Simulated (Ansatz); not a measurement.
InMo₃N (anti-perovskite, Pm-3m) at seven volumes, the program Ansatz at the PBE level (PAW), scaled uniformly. One row is withheld.

| V (Å³/atom) | P (GPa) |
|---|---|
| 13.290 | 26.91 |
| 13.728 | ? |
| 14.166 | 7.53 |
| 14.604 | 0.00 |
| 15.042 | -6.38 |
| 15.480 | -11.77 |
| 15.918 | -16.32 |

Problem. Fit the shown pressures and predict the withheld one.

Solution. Third-order Birch–Murnaghan: P = (3/2)B₀(x^(7/2) − x^(5/2))[1 + (3/4)(B′ − 4)(x − 1)] with x = (V₀/V)^(2/3). Least squares on the six rows gives V₀ = 14.604 Å³/atom, B₀ = 230.3 GPa, B′ = 4.54. At V = 13.728, x = 1.0421 and P = 16.40 GPa. The run itself gave 16.42 GPa.

The start of the workflow was typed in or built on a structure type; neither database checked (COD, Materials Project) lists it. Whether it is the stable phase at ambient conditions was not checked. The cell was relaxed with PBE under the symmetry of its start; whether a distortion lowers the energy is not shown. The workflow began spin-polarised and lost its moments.

Potentials: the earlier of the program's two PAW sets.
